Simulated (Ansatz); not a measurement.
Method: DFT PBE, scalar-relativistic, plane waves, PAW in Ansatz. Settings: cutoff 420 eV, Γ-centred meshes spaced at most about 0.3 Å⁻¹, and about 0.25 Å⁻¹ or finer for metals (2π included), Gaussian smearing. Collinear spin in cells that started with moments and kept them past the coarse steps, no spin elsewhere.

All energies are static (0 K, no zero-point motion). All come from trial cells, and lower structures may exist.

Problem. These unrelaxed guesses for HfNbSe4 are each relaxed within their symmetry. Order them by the energy at which they end, lowest first.
A.

```cif
data_structure
_symmetry_space_group_name_H-M 'Cmmm'
_symmetry_Int_Tables_number 65
_cell_length_a 5.6988
_cell_length_b 11.2184
_cell_length_c 4.7412
_cell_angle_alpha 90.000
_cell_angle_beta 90.000
_cell_angle_gamma 90.000
_cell_volume 303.11
loop_
_atom_site_label
_atom_site_type_symbol
_atom_site_symmetry_multiplicity
_atom_site_Wyckoff_symbol
_atom_site_fract_x
_atom_site_fract_y
_atom_site_fract_z
_atom_site_occupancy
Hf1 Hf 2 d 0.00000 0.00000 0.50000 1
Nb1 Nb 2 b 0.50000 0.00000 0.00000 1
Se1 Se 4 i 0.50000 0.30787 0.00000 1
Se2 Se 4 f 0.25000 0.25000 0.50000 1
```

B.

```cif
data_structure
_symmetry_space_group_name_H-M 'P4/mmm'
_symmetry_Int_Tables_number 123
_cell_length_a 4.5956
_cell_length_b 4.5956
_cell_length_c 6.6336
_cell_angle_alpha 90.000
_cell_angle_beta 90.000
_cell_angle_gamma 90.000
_cell_volume 140.10
loop_
_atom_site_label
_atom_site_type_symbol
_atom_site_symmetry_multiplicity
_atom_site_Wyckoff_symbol
_atom_site_fract_x
_atom_site_fract_y
_atom_site_fract_z
_atom_site_occupancy
Hf1 Hf 1 b 0.00000 0.00000 0.50000 1
Nb1 Nb 1 c 0.50000 0.50000 0.00000 1
Se1 Se 4 i 0.50000 0.00000 0.26574 1
```

C.

```cif
data_structure
_symmetry_space_group_name_H-M 'P6mm'
_symmetry_Int_Tables_number 183
_cell_length_a 4.5273
_cell_length_b 4.5273
_cell_length_c 8.9107
_cell_angle_alpha 90.000
_cell_angle_beta 90.000
_cell_angle_gamma 120.000
_cell_volume 158.17
loop_
_atom_site_label
_atom_site_type_symbol
_atom_site_symmetry_multiplicity
_atom_site_Wyckoff_symbol
_atom_site_fract_x
_atom_site_fract_y
_atom_site_fract_z
_atom_site_occupancy
Hf1 Hf 1 a 0.00000 0.00000 0.15954 1
Nb1 Nb 1 a 0.00000 0.00000 0.82463 1
Se1 Se 2 b 0.33333 0.66667 0.68268 1
Se2 Se 2 b 0.33333 0.66667 0.04505 1
```

Solution. B (ends in P4/mmm, 0 meV/atom), C (ends in P6mm, 0.55 eV/atom), A (ends in Cmmm, 0.73 eV/atom).

No dispersion correction is applied, so the spacing and binding between layers, chains or molecules are poorly described (P6mm), and this can change margins and order among such cells. Spin–orbit coupling, which can matter for Hf, is left out. In P6mm an odd number of electrons in the primitive cell allows no gap without spin; a larger cell or a magnetic state could open one. A magnetic state wasn't ruled out in cells without spin, among them P6mm. The magnetic state reached may not be the lowest. Cells relaxed within their symmetry can be saddle points. Some structure types and database cells were kept out of the candidates from the start, so a known form may be missing.
